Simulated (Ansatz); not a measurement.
# Notes on YbCo3B2

```yaml
crystal:
  lattice:
    - [5.13905, -0.00145, -0.00306]
    - [-2.57264, 4.45046, 3.11436]
    - [2.56893, -4.45195, 3.11343]
  atoms:
    - { symbol: Co, position: [0.51713, 0.25279, 0.25575] }
    - { symbol: Co, position: [0.49544, 0.75890, 0.76348] }
    - { symbol: Co, position: [0.50306, 0.50099, 0.97862] }
    - { symbol: Co, position: [0.47658, 0.98522, 0.48469] }
    - { symbol: Co, position: [0.01745, 0.51139, 0.01298] }
    - { symbol: Co, position: [0.98774, 0.01234, 0.51847] }
    - { symbol: Yb, position: [0.98148, 0.99957, 0.02693] }
    - { symbol: Yb, position: [0.00521, 0.50081, 0.49629] }
    - { symbol: B, position: [0.33785, 0.82192, 0.15142] }
    - { symbol: B, position: [0.33564, 0.33144, 0.66324] }
    - { symbol: B, position: [0.66299, 0.65940, 0.34709] }
    - { symbol: B, position: [0.68706, 0.17045, 0.82862] }
```

Single point in Ansatz 0.2.0 with PBEsol, no spin polarisation. Cutoff 420 eV, PAW datasets, 4×4×4 Γ-centred k mesh, fermi-dirac filling (width 0.0756 eV).

**Question.** Is the cell too large or too small?

**Answer.** The pressure is -19.9 GPa (compression positive), so with the atoms held at these fractions the cell would first shrink; the forces are large, so a full relaxation may end otherwise. The principal stresses -21.3, -19.3, -19.1 GPa differ, so its shape would change too.

**Question.** Where is the largest force?

**Answer.** The largest is on Co3: 1.52 eV/Å, components (1.04, -1.10, 0.11). It makes 134° with the line to a nearest neighbour, B10 at 2.06 Å.

**Question.** What is the formation energy?

**Answer.** -0.30 eV an atom against the elements' usual phases (free molecules for gases, crystals otherwise, with no correction for O₂ or N₂), so it is bound against them; other compounds may still compete. Relaxing would lower it.

**Question.** Is there a gap?

**Answer.** It is a metal, with about 20 states/eV a cell as the mean within 0.25 eV of the Fermi level, mostly Co d (50 %) and Yb f (40 %).

Origin: a strained cell with displaced atoms, so it need not be a known compound. Caveats: no spin polarisation, so a magnetic state may lie lower; the k mesh is coarse if the cell is a metal; atoms or cell far from equilibrium; f levels without a U or exact exchange are poorly placed.
